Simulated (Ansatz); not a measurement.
# SiO2: field gradients at two levels of theory

Cell: an entry of the Crystallography Open Database (COD) whose atoms were relaxed with PBE, the cell held.

Space group P4_12_12 (No. 92); a = 4.9080, c = 6.7840 Å.

```
site  Wyckoff  site symmetry       x       y       z
  Si       4a            ..2  0.3123  0.3123  0.0000
   O       8b              1  0.2337  0.1302  0.1920
```

One atom of each set is listed.

First run. Computed with Ansatz: DFT, PBE, plane waves and PAW, scalar-relativistic, 420 eV cutoff, Γ-centred 5×5×4 k-points, Fermi–Dirac smearing 0.02 eV.

```json
{"site": "Si", "V_zz (10²¹ V/m²)": "-0.46", "η": "0.81"}
{"site": "O", "V_zz (10²¹ V/m²)": "9.16", "η": "0.24"}
```

Second run. The same atoms and settings, except that the functional is r2SCAN and the cutoff is 500 eV.

Problem. What does the second run give?

Solution. 

```json
{"site": "Si", "V_zz": "-0.46", "η": "0.75", "change of V_zz": "0.00"}
{"site": "O", "V_zz": "9.04", "η": "0.24", "change of V_zz": "-0.12"}
```

The largest change of V_zz is on O, from 9.16 to 9.04. In per cent, |V_zz| changes by -1 on O (all sites that start above 0.5).

The cell is 5 % smaller than that of α-cristobalite at ambient conditions, so the entry probably stands for a crystal under pressure.
For the second run: The largest force is 0.3 eV/Å, so the atoms aren't at the calculated equilibrium and relaxing them would move these values.
